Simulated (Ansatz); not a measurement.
All numbers below come from Ansatz 0.2.0, DFT PBE, scalar-relativistic, plane waves, PAW, and for the lanthanide a 4f-in-core norm-conserving potential. All cells share a 690 eV cutoff and Γ-centred k meshes spaced at most about 0.3 Å⁻¹ (about 0.25 or finer for metals, 2π included). No spin polarisation in the final relaxations.

All energies are static (0 K, no zero-point motion). All come from trial cells, and lower structures may exist.

Task: Which of these relaxed structures of Tm₃BF is the lowest in energy?
1. Space group Pm-3m (No. 221), cubic, a = 4.932 Å. Tm has 2 B at 2.47 Å, 4 F at 3.49 Å and 8 Tm at 3.49 Å; around B lie 6 Tm at 2.47 Å; F is surrounded by 12 Tm at 3.49 Å (long against covalent radii, as for large ions).
2. Space group P4/mmm (No. 123), tetragonal, a = 4.920 Å, c = 5.039 Å. Tm on a site of symmetry mmm is surrounded by 2 B at 2.46 Å and 2 F at 2.46 Å; Tm on a site of symmetry 4/mmm has 2 B at 2.52 Å; around B lie 6 Tm at 2.46–2.52 Å; around F lie 4 Tm at 2.46 Å.
3. Space group Pm-3m (No. 221), cubic, a = 4.547 Å. Tm is surrounded by 2 F at 2.27 Å, 4 B at 3.21 Å and 8 Tm at 3.21 Å; B is surrounded by 12 Tm at 3.21 Å; F is surrounded by 6 Tm at 2.27 Å.

Result: 2. It has space group P4/mmm (No. 123); the next, 1, with the antiperovskite type, space group Pm-3m (No. 221), lies 0.53 eV/atom higher. Counting B or Tm atoms around F (for each partner element, those within 1.25 times its shortest distance or 1.15 times the sum of covalent radii, where it is the nearest in units of that sum or under 1.3; the shortest distance is added where it exceeds 1.18 times the sum of covalent radii), the lowest has F 4 and the next has F 12 from 3.5 Å.

A magnetic state wasn't ruled out in cells without spin, among them P4/mmm, Pm-3m at 24.0 Å³/atom, Pm-3m at 18.8 Å³/atom. Cells relaxed within their symmetry can be saddle points. Some structure types and database cells were kept out of the candidates from the start, so a known form may be missing.

The lanthanide is trivalent by construction, without f bands, f moments or other valences.
